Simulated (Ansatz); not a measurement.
GeSe:
```xyz
8
Lattice="10.6303 0.0000 0.0000 0.0000 3.8329 0.0000 0.0000 0.0000 4.2000" Properties=species:S:1:pos:R:3 pbc="T T T"
Ge     1.2700     0.9582     0.4426
Ge     4.0452     2.8747     2.5427
Ge     9.3603     2.8747     3.7574
Ge     6.5851     0.9582     1.6574
Se     9.1038     0.9582     2.0660
Se     6.8417     2.8747     4.1660
Se     1.5265     2.8747     2.1341
Se     3.7886     0.9582     0.0340
```

Relaxed with LDA.

Map the electron localisation function on the plane through (0.119, 0.250, 0.105) spanned by u = [1, 0, 0] and v = [0, 0, 1] in lattice vectors, from DFT-LDA in the program Ansatz with PAW potentials.

x is the fraction of u, y of v (the angle between them is 90°; rows are the nearest grid lines); atoms in the plane: Ge at (0.00, 0.00), Ge at (0.50, 0.29), Se at (0.74, 0.39), Se at (0.24, 0.90).
```
|1014579975689973112332110011221111566201|
|0024589952379983101121100000000001576300|
|0134689841159984100111000000000001576410|
|3344689852269974000000000000000001477643|
|5544578874579873000000000001111000377765|
|6544468887788852000000000012322100157766|
|6532247888888641000000000135554210025766|
|3311135788876420001110001357776521002343|
|1100013577765210124432113578888752000111|
|0000001345542100257654224788888864100000|
|0000000122221001577654446888778886200000|
|0000000011110003777654457887447987300000|
|0100000000000014776434468985126998400000|
|1110000000000015764113468984115998410011|
|2211000000000015763002458996237998310122|
|3321100112211115662001457998668997311233|
|3332111345543114652002346899899996212333|
|3332223578876312554113335789999984124443|
|2333335789998622344333333578999852244432|
|0133357899999841234433222357887631255410|
|0023478998999962123333211134554211465200|
|1014579975689973112332110011221111566201|
```
Scale: ten equal steps from 0.005 (start of '0') to 0.846 (end of '9'), in the order '0123456789'; x runs from 0.000 to 1.00, y from 0.000 (bottom) to 1.00 (top).

The density is the valence pseudo-density with augmentation charge, so density and ELF within about 1 Å of a nucleus are not all-electron values.

Space group Pnma. Symmetry was held in the LDA relaxation. A crystal of weakly bound layers computed without a dispersion correction: the cell and the soft elastic constants depend strongly on that.

Potentials: the later of the program's two PAW sets.
